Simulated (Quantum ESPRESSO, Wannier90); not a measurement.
**Wannier functions of InSe (R3m)**

Materials Project entry mp-22691; symmetrised, unrelaxed at this level. COD (Crystallography Open Database) has the formula in 2 space groups, this one among them (matched by group alone). Level: PBEsol, no spin polarisation, no spin-orbit coupling; pw.x of Quantum ESPRESSO at 69 Ry with PseudoDojo potentials, 6×6×6 k-points, Wannier90. Density: 10×10×10 mesh, Gaussian smearing 0.01 Ry. The cell is built of weakly bound layers, chains or molecules, whose nearest atoms lie 4.03 Å apart. Database cells relaxed without dispersion often hold them too far apart, which can enlarge gaps and weakens couplings between them; spacing and stacking were not compared with the measured crystal. Spin-orbit coupling is left out although heavy elements are present.

On the energy scale of pw.x, whose zero is arbitrary, the valence-band maximum lies at 6.91 eV.

Input w.win:

```
num_bands = 26
num_wann = 16
exclude_bands = 1-20
num_iter = 1000
conv_tol = 1.0e-6
conv_window = 4
dis_num_iter = 1000
dis_conv_tol = 1.0e-6
dis_froz_max = 7.74
write_hr = true
write_u_matrices = true
begin projections
f=0.12270,0.10119,-0.32890: s;p
f=-0.01042,0.00955,-0.00220: s;p
f=-0.39106,-0.37656,0.13792: s;p
f=-0.18674,-0.16763,-0.47407: s;p
end projections
begin unit_cell_cart
ang
   -2.0233451426    3.5045365883    0.0000000000
   -4.0466902853    0.0000000000    0.0000000000
   -2.0233451426    1.1681788628    8.6085230000
end unit_cell_cart
begin atoms_frac
In   0.1103500000  0.1103500000 -0.3310500000
In   0.0018300000  0.0018300000 -0.0054900000
Se  -0.3802870000 -0.3802870000  0.1408610000
Se  -0.1741930000 -0.1741930000 -0.4774210000
end atoms_frac
mp_grid = 6 6 6
begin kpoints
0.0000000000 0.0000000000 0.0000000000
0.0000000000 0.0000000000 0.1666666667
0.0000000000 0.0000000000 0.3333333333
... (213 more lines: the 6x6x6 mesh through Gamma)
end kpoints
```

Input of pw2wannier90.x that gives the overlap and projection files (equivalent; here they were cut from one run over all bands):

```
&inputpp
  outdir = './out'
  prefix = 'pwscf'
  seedname = 'w'
  write_amn = .true.
  write_mmn = .true.
/
```

Output w.wout (banner and timings cut):

```
                                    ------
                                    SYSTEM
                                    ------

                              Lattice Vectors (Ang)
                    a_1    -2.023345   3.504537   0.000000
                    a_2    -4.046690   0.000000   0.000000
                    a_3    -2.023345   1.168179   8.608523

                   Unit Cell Volume:     122.08413  (Ang^3)

                        Reciprocal-Space Vectors (Ang^-1)
                    b_1     0.000000   1.792872  -0.243293
                    b_2    -1.552673  -0.896436  -0.243293
                    b_3     0.000000   0.000000   0.729880

 *----------------------------------------------------------------------------*
 |   Site       Fractional Coordinate          Cartesian Coordinate (Ang)     |
 +----------------------------------------------------------------------------+
 | in   1   0.11035   0.11035  -0.33105   |   -0.00000  -0.00000  -2.84985    |
 | in   2   0.00183   0.00183  -0.00549   |   -0.00000  -0.00000  -0.04726    |
 | se   1  -0.38029  -0.38029   0.14086   |    2.02335  -1.16818   1.21261    |
 | se   2  -0.17419  -0.17419  -0.47742   |    2.02335  -1.16818  -4.10989    |
 *----------------------------------------------------------------------------*
                                ------------
                                K-POINT GRID
                                ------------

             Grid size =  6 x  6 x  6      Total points =  216

 *---------------------------------- MAIN ------------------------------------*
 |  Number of Wannier Functions               :                16             |
 |  Number of Objective Wannier Functions     :                16             |
 |  Number of input Bloch states              :                26             |
 |  Output verbosity (1=low, 5=high)          :                 1             |
 |  Timing Level (1=low, 5=high)              :                 1             |
 |  Optimisation (0=memory, 3=speed)          :                 3             |
 |  Length Unit                               :               Ang             |
 |  Post-processing setup (write *.nnkp)      :                 F             |
 |  Using Gamma-only branch of algorithms     :                 F             |
 *----------------------------------------------------------------------------*
 *------------------------------- WANNIERISE ---------------------------------*
 |  Total number of iterations                :              1000             |
 |  Number of CG steps before reset           :                 5             |
 |  Trial step length for line search         :             2.000             |
 |  Convergence tolerence                     :         0.100E-05             |
 |  Convergence window                        :                 4             |
 |  Iterations between writing output         :                 1             |
 |  Iterations between backing up to disk     :               100             |
 |  Write r^2_nm to file                      :                 F             |
 |  Write xyz WF centres to file              :                 F             |
 |  Write on-site energies <0n|H|0n> to file  :                 F             |
 |  Use guiding centre to control phases      :                 F             |
 |  Use phases for initial projections        :                 F             |
 *----------------------------------------------------------------------------*
 *------------------------------- DISENTANGLE --------------------------------*
 |  Using band disentanglement                :                 T             |
 |  Total number of iterations                :              1000             |
 |  Mixing ratio                              :             0.500             |
 |  Convergence tolerence                     :         1.000E-06             |
 |  Convergence window                        :                 3             |
 *----------------------------------------------------------------------------*
 *-------------------------------- PLOTTING ----------------------------------*
 |  Plotting Hamiltonian in WF basis          :                 T             |
 *----------------------------------------------------------------------------*

 *---------------------------------- K-MESH ----------------------------------*
 +----------------------------------------------------------------------------+
 |                    Distance to Nearest-Neighbour Shells                    |
 |                    ------------------------------------                    |
 |          Shell             Distance (Ang^-1)          Multiplicity         |
 |          -----             -----------------          ------------         |
 |             1                   0.121647                      2            |
 |             2                   0.243293                      2            |
 |             3                   0.301551                      6            |
 |             4                   0.309621                      6            |
 |             5                   0.339994                      6            |
 |             6                   0.361101                      6            |
 |             7                   0.364940                      2            |
 |             8                   0.412135                      6            |
       ... (lines left out)
 +----------------------------------------------------------------------------+
 | The b-vectors are chosen automatically                                     |
 | The following shells are used:                       1,  3                 |
 +----------------------------------------------------------------------------+
 |                        Shell   # Nearest-Neighbours                        |
 |                        -----   --------------------                        |
 |                          1               2                                 |
 |                          2               6                                 |
 +----------------------------------------------------------------------------+
 | Completeness relation is fully satisfied [Eq. (B1), PRB 56, 12847 (1997)]  |
 +----------------------------------------------------------------------------+
 |                  b_k Vectors (Ang^-1) and Weights (Ang^2)                  |
 |                  ----------------------------------------                  |
 |            No.         b_k(x)      b_k(y)      b_k(z)        w_b           |
 |            ---        --------------------------------     --------        |
 |             1         0.000000    0.000000    0.121647    32.544185        |
 |             2         0.000000    0.000000   -0.121647    32.544185        |
 |             3        -0.258779   -0.149406   -0.040549     3.733212        |
 |             4         0.000000    0.298812   -0.040549     3.733212        |
 |             5        -0.258779    0.149406    0.040549     3.733212        |
 |             6         0.258779    0.149406    0.040549     3.733212        |
 |             7         0.000000   -0.298812    0.040549     3.733212        |
 |             8         0.258779   -0.149406   -0.040549     3.733212        |
 +----------------------------------------------------------------------------+
 |                           b_k Directions (Ang^-1)                          |
 |                           -----------------------                          |
 |            No.           x           y           z                         |
 |            ---        --------------------------------                     |
 |             1         0.000000    0.000000    0.121647                     |
 |             2        -0.258779   -0.149406   -0.040549                     |
 |             3         0.000000    0.298812   -0.040549                     |
 |             4        -0.258779    0.149406    0.040549                     |
 +----------------------------------------------------------------------------+

 Starting a new Wannier90 calculation ...

 Reading overlaps from w.mmn

 Reading projections from w.amn

 *------------------------------- DISENTANGLE --------------------------------*
 +----------------------------------------------------------------------------+
 |                              Energy  Windows                               |
 |                              ---------------                               |
 |                   Outer:   -6.45592  to   20.72325  (eV)                   |
 |                   Inner:   -6.45592  to    7.74000  (eV)                   |
 +----------------------------------------------------------------------------+
   Number of target bands to extract:   16

                   Unitarised projection of Wannier functions
                   ------------------------------------------
   A_mn = <psi_m|g_n> --> S = A.A^+ --> U = S^-1/2.A
   In dis_project... done
   Using an inner window (linner = T)
   In dis_proj_froz... done

                   Extraction of optimally-connected subspace
                   ------------------------------------------
 +---------------------------------------------------------------------+<-- DIS
 |  Iter     Omega_I(i-1)      Omega_I(i)      Delta (frac.)           |<-- DIS
 +---------------------------------------------------------------------+<-- DIS
       1      36.11248921      32.63716560       1.065E-01    <-- DIS
       2      34.02534154      31.46155230       8.149E-02    <-- DIS
       3      32.57278711      30.66439550       6.223E-02    <-- DIS
       4      31.47834632      30.04105672       4.784E-02    <-- DIS
       5      30.64113909      29.53775991       3.735E-02    <-- DIS
       6      29.98755848      29.12348297       2.967E-02    <-- DIS
       ... (lines left out)
     101      26.29049099      26.28995206       2.050E-05    <-- DIS
       ... (lines left out)
     201      26.27781621      26.27776711       1.868E-06    <-- DIS
       ... (lines left out)
     228      26.27744784      26.27742206       9.809E-07    <-- DIS
     229      26.27743898      26.27741381       9.581E-07    <-- DIS
     230      26.27743038      26.27740579       9.359E-07    <-- DIS

             <<<      Delta < 1.000E-06  over  3 iterations     >>>
             <<< Disentanglement convergence criteria satisfied >>>

        Final Omega_I    26.27740579 (Ang^2)

 +----------------------------------------------------------------------------+

 Writing checkpoint file w.chk... done

 *------------------------------- WANNIERISE ---------------------------------*
 +--------------------------------------------------------------------+<-- CONV
 | Iter  Delta Spread     RMS Gradient      Spread (Ang^2)            |<-- CONV
 +--------------------------------------------------------------------+<-- CONV

 ------------------------------------------------------------------------------
 Initial State
  WF centre and spread    1  (  0.008109,  0.048132, -2.838533 )     2.22244983
  WF centre and spread    2  (  0.000481,  0.002761, -3.194447 )     3.44903747
  WF centre and spread    3  ( -0.005885,  0.107795, -2.737450 )     3.13832613
  WF centre and spread    4  (  0.001895, -0.150541, -2.738771 )     3.15192853
  WF centre and spread    5  ( -0.013892, -0.035000, -0.013510 )     2.23462748
  WF centre and spread    6  ( -0.000629,  0.000677,  0.219701 )     3.55732337
  WF centre and spread    7  (  0.013764,  0.122896, -0.144224 )     3.17377095
  WF centre and spread    8  (  0.000106, -0.084339, -0.145295 )     3.19929699
  WF centre and spread    9  (  2.034916, -1.207568,  1.031850 )     1.86603579
  WF centre and spread   10  (  2.023704, -1.169561,  1.286887 )     1.81553601
  WF centre and spread   11  (  2.012474, -1.253834,  1.241047 )     1.70216218
  WF centre and spread   12  (  2.023600, -1.050541,  1.240048 )     1.68275163
  WF centre and spread   13  (  2.016140, -1.204302, -3.930148 )     1.85527543
  WF centre and spread   14  (  2.023258, -1.168968, -4.191126 )     1.81041581
  WF centre and spread   15  (  2.029705, -1.255746, -4.132226 )     1.68837433
  WF centre and spread   16  (  2.023028, -1.049678, -4.132068 )     1.68011699
  Sum of centres and spreads ( 16.190775, -9.347815,-23.178265 )    38.22742892

      0     0.382E+02     0.0000000000       38.2274288568  <-- CONV
        O_D=      0.0886791 O_OD=     11.8613440 O_TOT=     38.2274289 <-- SPRD
 ------------------------------------------------------------------------------
      1    -0.144E+00     0.3869587729       38.0837984286  <-- CONV
        O_D=      0.0903998 O_OD=     11.7159929 O_TOT=     38.0837984 <-- SPRD
      2    -0.205E+00     0.5511729812       37.8787075344  <-- CONV
        O_D=      0.0923390 O_OD=     11.5089627 O_TOT=     37.8787075 <-- SPRD
      3    -0.173E+00     0.5372767650       37.7058464554  <-- CONV
        O_D=      0.0910050 O_OD=     11.3374357 O_TOT=     37.7058465 <-- SPRD
      4    -0.114E+00     0.4631071371       37.5917188740  <-- CONV
        O_D=      0.0907408 O_OD=     11.2235722 O_TOT=     37.5917189 <-- SPRD
      5    -0.879E-01     0.3989046897       37.5037880331  <-- CONV
        O_D=      0.0899283 O_OD=     11.1364540 O_TOT=     37.5037880 <-- SPRD
       ... (lines left out)
    100    -0.601E-02     0.1099385983       30.8127574585  <-- CONV
        O_D=      0.0601582 O_OD=      4.4751935 O_TOT=     30.8127575 <-- SPRD
       ... (lines left out)
    200    -0.142E-02     0.0479293687       30.3713941626  <-- CONV
        O_D=      0.0599904 O_OD=      4.0339980 O_TOT=     30.3713942 <-- SPRD
       ... (lines left out)
    300    -0.709E-03     0.0399261390       30.2492190290  <-- CONV
        O_D=      0.0605685 O_OD=      3.9112447 O_TOT=     30.2492190 <-- SPRD
       ... (lines left out)
    400    -0.153E-03     0.0174068288       30.2117695422  <-- CONV
        O_D=      0.0608544 O_OD=      3.8735094 O_TOT=     30.2117695 <-- SPRD
       ... (lines left out)
    500    -0.361E-04     0.0075329008       30.1994413121  <-- CONV
        O_D=      0.0609395 O_OD=      3.8610960 O_TOT=     30.1994413 <-- SPRD
       ... (lines left out)
    600    -0.204E-04     0.0068253845       30.1957879148  <-- CONV
        O_D=      0.0609565 O_OD=      3.8574257 O_TOT=     30.1957879 <-- SPRD
       ... (lines left out)
    700    -0.342E-05     0.0025983023       30.1948102710  <-- CONV
        O_D=      0.0609661 O_OD=      3.8564384 O_TOT=     30.1948103 <-- SPRD
       ... (lines left out)
    800    -0.678E-06     0.0010299726       30.1945590310  <-- CONV
        O_D=      0.0609670 O_OD=      3.8561862 O_TOT=     30.1945590 <-- SPRD
       ... (lines left out)
    809    -0.605E-06     0.0009901642       30.1945482723  <-- CONV
        O_D=      0.0609671 O_OD=      3.8561754 O_TOT=     30.1945483 <-- SPRD
    810    -0.999E-06     0.0009603865       30.1945472729  <-- CONV
        O_D=      0.0609673 O_OD=      3.8561742 O_TOT=     30.1945473 <-- SPRD
    811    -0.955E-06     0.0021183425       30.1945463178  <-- CONV
        O_D=      0.0609671 O_OD=      3.8561734 O_TOT=     30.1945463 <-- SPRD
             <<<     Delta < 1.000E-06  over  4 iterations     >>>
             <<< Wannierisation convergence criteria satisfied >>>
 Final State
  WF centre and spread    1  (  0.693158,  0.402161, -2.585541 )     2.23196382
  WF centre and spread    2  ( -0.000106,  0.000220, -3.753749 )     2.25273287
  WF centre and spread    3  ( -0.690956,  0.402798, -2.585105 )     2.23337033
  WF centre and spread    4  (  0.001737, -0.798531, -2.584411 )     2.23417759
  WF centre and spread    5  ( -0.698638,  0.404786, -0.306754 )     2.24626437
  WF centre and spread    6  ( -0.000604, -0.000971,  0.833878 )     2.27953272
  WF centre and spread    7  (  0.699065,  0.404159, -0.304335 )     2.24905376
  WF centre and spread    8  (  0.000757, -0.807339, -0.308597 )     2.24450395
  WF centre and spread    9  (  2.027102, -1.168835,  0.664968 )     1.72353414
  WF centre and spread   10  (  2.477416, -1.431399,  1.387836 )     1.46574071
  WF centre and spread   11  (  1.565980, -1.431823,  1.381958 )     1.46546801
  WF centre and spread   12  (  2.022086, -0.641772,  1.384265 )     1.46588520
  WF centre and spread   13  (  2.018990, -1.169628, -3.567708 )     1.72281047
  WF centre and spread   14  (  1.569949, -1.430308, -4.282236 )     1.46065564
  WF centre and spread   15  (  2.480252, -1.431119, -4.275867 )     1.45969676
  WF centre and spread   16  (  2.024352, -0.641638, -4.277416 )     1.45915606
  Sum of centres and spreads ( 16.190542, -9.339238,-23.178813 )    30.19454638

         Spreads (Ang^2)       Omega I      =    26.277405785
        ================       Omega D      =     0.060967124
                               Omega OD     =     3.856173409
    Final Spread (Ang^2)       Omega Total  =    30.194546318
```
